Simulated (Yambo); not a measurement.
NaBaIrH$_{6}$ (space group F-43m, No. 216), G0W0@PBEsol in Yambo with this input:

```
rim_cut
gw0
dyson
el_el_corr
HF_and_locXC
ppa
em1d
RandQpts= 1000000
RandGvec= 1 Ry
EXXRLvcs= 88 Ry
VXCRLvcs= 352 Ry
Chimod= "HARTREE"
% BndsRnXp
 6 | 173 |
%
NGsBlkXp= 7 Ry
% LongDrXp
 1.0 | 1.0 | 1.0 |
%
PPAPntXp= 27.2114 eV
% GbndRnge
 1 | 173 |
%
GTermKind= "BG"
DysSolver= "n"
ExtendOut
```

On a 2×2×2 mesh, with wavefunctions cut at 88 Ry, the gap (Γ → X) is 4.393 eV and the valence edge shifts by -0.542 eV.

**Question.** What happens with this change: 2 Ry block?

**Answer.** The gap falls by 0.110 eV, to 4.283 eV; the shift of the valence edge becomes -0.399 eV. Neither run is shown to be the converged limit.

Spin-orbit coupling is not included.

Geometry of the Materials Project entry, not relaxed at this level; primitive cell a = 5.5473 Å, b = 5.5473 Å, c = 5.5473 Å, α = 60.00°, β = 60.00°, γ = 60.00°.

The structure is a Materials Project entry; no match was found in the copy of COD used, and its stability was not checked.

A shift is the quasiparticle energy of the state minus its PBEsol energy.
